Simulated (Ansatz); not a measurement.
Os (diamond, space group No. 227) under volume change, PBE in the plane-wave PAW code Ansatz, scaled uniformly.

```
V (Å³/atom)  E − E(relaxed) (meV/atom)  P (GPa)
-----------  -------------------------  -------
19.507                           132.7    24.04
20.150                            55.5    14.65
20.793                            13.1     6.71
21.436                             0.0     0.00
22.079                            11.7    -5.67
22.722                            44.3   -10.45
23.365                            94.6   -14.47
```

**Question.** What does a third-order Birch–Murnaghan fit give for V₀, B₀ and B′?

**Answer.** V₀ = 21.44 Å³/atom, B₀ = 205 GPa, B′ = 4.6.

Space group Fd-3m (diamond). The start of the workflow was typed in or built on a structure type; neither database checked (COD, Materials Project) lists it. It is not the phase usual at ambient conditions (space group No. 194). The cell was relaxed with PBE under the symmetry of its start; whether a distortion lowers the energy is not shown. The run is not spin-polarised. Spin–orbit coupling is left out wherever it is not named.

Potentials: the earlier of the program's two PAW sets.
